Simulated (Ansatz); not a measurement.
## What DFT gives for BaTiO$_{3}$

```
Ba Ti O
1.0
     3.94771    3.94771    0.00000
     3.94771   -3.94771    0.00000
     0.00000    0.00000    3.94771
Ba Ti O
2 2 6
Cartesian
  0.0000 0.0000 0.0000
  3.9477 0.0000 0.0000
  1.9739 -1.9739 1.9739
  1.9739 1.9739 1.9739
  1.9739 -1.9739 0.0000
  1.9739 1.9739 0.0000
  3.9477 -1.9739 1.9739
  3.9477 1.9739 1.9739
  1.9739 0.0000 1.9739
  5.9216 0.0000 1.9739
```

Method: r2SCAN, collinear spin; PAW, plane waves to 500 eV, 4×4×6 Γ-centred mesh, methfessel-paxton occupations (width 0.1246 eV) (Ansatz 0.2.0), atoms fixed.

The state carries no moments; the state need not be the lowest.

**Stress.** The pressure is 6.8 GPa (compression positive), so with the atoms held at these fractions the cell would first expand.
**Formation energy.** -3.39 eV an atom against the elements' usual phases (free molecules for gases, crystals otherwise, with no correction for O₂ or N₂), so it is bound against them; other compounds may still compete. Relaxing would lower it.
**Electronic structure.** The gap is 2.26 eV, indirect or between spins (the least direct gap found is 2.31 eV).
**Forces.** The forces vanish by the symmetry of the sites.
**Band edges.** Within 0.7 eV of the edges, the states project mainly on O p (94 %) below the gap and on Ti d (92 %) above it.

Origin: a database entry at a rescaled volume. Caveats: the input typed no starting moments.
